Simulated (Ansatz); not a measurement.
Cost of a DFT run on Hf16O31F

```yaml
crystal:
  lattice:
    - [-5.9766630598, 5.1857, 5.2138671406]
    - [4.2593369402, -5.1857, 5.2138671406]
    - [5.9766630598, 5.1857, -5.2138671406]
  atoms:
    - { symbol: Hf, position: [0.12385, 0.24175, 0.1576] }
    - { symbol: Hf, position: [0.62385, 0.74175, 0.1576] }
    - { symbol: Hf, position: [0.62385, 0.24175, 0.6576] }
    - { symbol: Hf, position: [0.12385, 0.74175, 0.6576] }
    - { symbol: Hf, position: [0.41585, 0.50825, 0.6321] }
    - { symbol: Hf, position: [0.91585, 0.00825, 0.6321] }
    - { symbol: Hf, position: [0.91585, 0.50825, 0.1321] }
    - { symbol: Hf, position: [0.41585, 0.00825, 0.1321] }
    - { symbol: Hf, position: [0.87615, 0.75825, 0.8424] }
    - { symbol: Hf, position: [0.37615, 0.25825, 0.8424] }
    - { symbol: Hf, position: [0.37615, 0.75825, 0.3424] }
    - { symbol: Hf, position: [0.87615, 0.25825, 0.3424] }
    - { symbol: Hf, position: [0.58415, 0.49175, 0.3679] }
    - { symbol: Hf, position: [0.08415, 0.99175, 0.3679] }
    - { symbol: Hf, position: [0.08415, 0.49175, 0.8679] }
    - { symbol: Hf, position: [0.58415, 0.99175, 0.8679] }
    - { symbol: F, position: [0.6191, 0.4644, 0.6034] }
    - { symbol: O, position: [0.1191, 0.9644, 0.6034] }
    - { symbol: O, position: [0.1191, 0.4644, 0.1034] }
    - { symbol: O, position: [0.6191, 0.9644, 0.1034] }
    - { symbol: O, position: [0.139, 0.2856, 0.4047] }
    - { symbol: O, position: [0.639, 0.7856, 0.4047] }
    - { symbol: O, position: [0.639, 0.2856, 0.9047] }
    - { symbol: O, position: [0.139, 0.7856, 0.9047] }
    - { symbol: O, position: [0.3809, 0.5356, 0.3966] }
    - { symbol: O, position: [0.8809, 0.0356, 0.3966] }
    - { symbol: O, position: [0.8809, 0.5356, 0.8966] }
    - { symbol: O, position: [0.3809, 0.0356, 0.8966] }
    - { symbol: O, position: [0.861, 0.7144, 0.5953] }
    - { symbol: O, position: [0.361, 0.2144, 0.5953] }
    - { symbol: O, position: [0.361, 0.7144, 0.0953] }
    - { symbol: O, position: [0.861, 0.2144, 0.0953] }
    - { symbol: O, position: [0.33915, 0.21045, 0.2029] }
    - { symbol: O, position: [0.83915, 0.71045, 0.2029] }
    - { symbol: O, position: [0.83915, 0.21045, 0.7029] }
    - { symbol: O, position: [0.33915, 0.71045, 0.7029] }
    - { symbol: O, position: [0.49245, 0.53955, 0.8787] }
    - { symbol: O, position: [0.99245, 0.03955, 0.8787] }
    - { symbol: O, position: [0.99245, 0.53955, 0.3787] }
    - { symbol: O, position: [0.49245, 0.03955, 0.3787] }
    - { symbol: O, position: [0.66085, 0.78955, 0.7971] }
    - { symbol: O, position: [0.16085, 0.28955, 0.7971] }
    - { symbol: O, position: [0.16085, 0.78955, 0.2971] }
    - { symbol: O, position: [0.66085, 0.28955, 0.2971] }
    - { symbol: O, position: [0.50755, 0.46045, 0.1213] }
    - { symbol: O, position: [0.00755, 0.96045, 0.1213] }
    - { symbol: O, position: [0.00755, 0.46045, 0.6213] }
    - { symbol: O, position: [0.50755, 0.96045, 0.6213] }
total_charge: 1
kpoints:
  mp_grid: { grid: [3, 4, 3] }
scf:
  occupations: { method: fermi_dirac, width: 0.01 }
hamiltonian:
  xc: pbe
  pseudopotentials: { kind: paw, frozen_core: stored }
output:
  forces: true
  stress: true
  populations: true
  efg: { quadrupole_moments_barn: { Hf: 3.365, O: -0.02558 } }
  write_density: true
  write_potential: true
  elf: true
  volumetric_format: npy
relax:
  f_tol: 0.02
  max_steps: 50
```

```sh
ansatz run input.yaml --threads 4 --pin off --max-ram 8192MiB --backend cpu --events-out ev --progress --plain --runs-dir out
```

It runs on 4 threads of Intel Xeon Platinum 8259CL CPU @ 2.50GHz (Skylake/Cascade Lake) (x86_64; 16 cores open to the job, memory cap 8.0 GiB, no GPU), a shared host with a load of 0.4 a core.

(1) How much time and memory should be set aside?

Results:

(1) About 15 min of wall time (60 min of CPU time) and 6.7 GiB. The run holds 608 valence electrons in 365 bands, about 10821 plane waves a k-point and 19 irreducible k-points, and took 40 SCF iterations, over 6 ionic steps. Times on a shared host vary by tens of per cent.
